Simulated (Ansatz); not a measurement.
Co₂Si:
```yaml
crystal:
  lattice:
    - [4.85316, 0.00000, 0.00000]
    - [0.00000, 3.70354, 0.00000]
    - [0.00000, 0.00000, 6.96441]
  atoms:
    - { symbol: Co, position: [0.82745, 0.75000, 0.56344] }
    - { symbol: Co, position: [0.17255, 0.25000, 0.43656] }
    - { symbol: Co, position: [0.67255, 0.25000, 0.06344] }
    - { symbol: Co, position: [0.32745, 0.75000, 0.93656] }
    - { symbol: Co, position: [0.53539, 0.25000, 0.72114] }
    - { symbol: Co, position: [0.46461, 0.75000, 0.27886] }
    - { symbol: Co, position: [0.96461, 0.75000, 0.22114] }
    - { symbol: Co, position: [0.03539, 0.25000, 0.77886] }
    - { symbol: Si, position: [0.20094, 0.25000, 0.10377] }
    - { symbol: Si, position: [0.79906, 0.75000, 0.89623] }
    - { symbol: Si, position: [0.29906, 0.75000, 0.60377] }
    - { symbol: Si, position: [0.70094, 0.25000, 0.39623] }
```
The run is spin-polarised; directions of the spins, atom by atom: ↑ ↑ ↑ ↑ ↑ ↑ ↑ ↑ 0 0 0 0.

Relaxed with r²SCAN.

### Question
Map the electron localisation function on the plane through (0.827, 0.750, 0.563) spanned by u = [1, 0, 0] and v = [0, 0, 1] in lattice vectors, from the program Ansatz at the r²SCAN level (PAW).

### Answer
x is the fraction of u, y of v (the angle between them is 90°; rows are the nearest grid lines); atoms in the plane: Co at (0.00, 0.00), Co at (0.50, 0.37), Co at (0.64, 0.72), Co at (0.14, 0.66), Si at (0.97, 0.33), Si at (0.47, 0.04).
```
|9853125753122125642013589|
|5531014665445566532001345|
|2221013456667765432100122|
|0011111233443211000221000|
|1111100122211111000023221|
|0001110011001345531002210|
|0012321011001468852101200|
|1368853101101368853101101|
|2479963101100235542101102|
|1345431002210001100011001|
|1233210012321100000011101|
|3211000221000011111233443|
|6543212210001110012345666|
|5566532001345532014665445|
|2345542012478742114664222|
|4124652012478742126752254|
|4124653001345421125642244|
|3456542110111100124543233|
|6776532222222111223455566|
|5543322345677765432234555|
|1111123455566776532222221|
|2210025642122235643101222|
|5431125642254124652002345|
|9853125753122125642013589|
```
Scale: ten equal steps from 0.138 (start of '0') to 0.807 (end of '9'), in the order '0123456789'; x runs from 0.000 to 1.00, y from 0.000 (bottom) to 1.00 (top).

The density is the valence pseudo-density with augmentation charge, so density and ELF within about 1 Å of a nucleus are not all-electron values.

Space group Pnma. The cell was relaxed with r²SCAN under the symmetry of its start. Spin order of the final state: ferromagnetic, chosen from 4 collinear starts compared on coarse meshes (ties went to the first, and starts can fall back to one state), not a proven ground state. Other orbital occupations within this spin state were not tried.

Potentials: the earlier of the program's two PAW sets. The files were generated under PBE; for other functionals the program regenerates the frozen cores, and for LDA and PBEsol the local potential too.
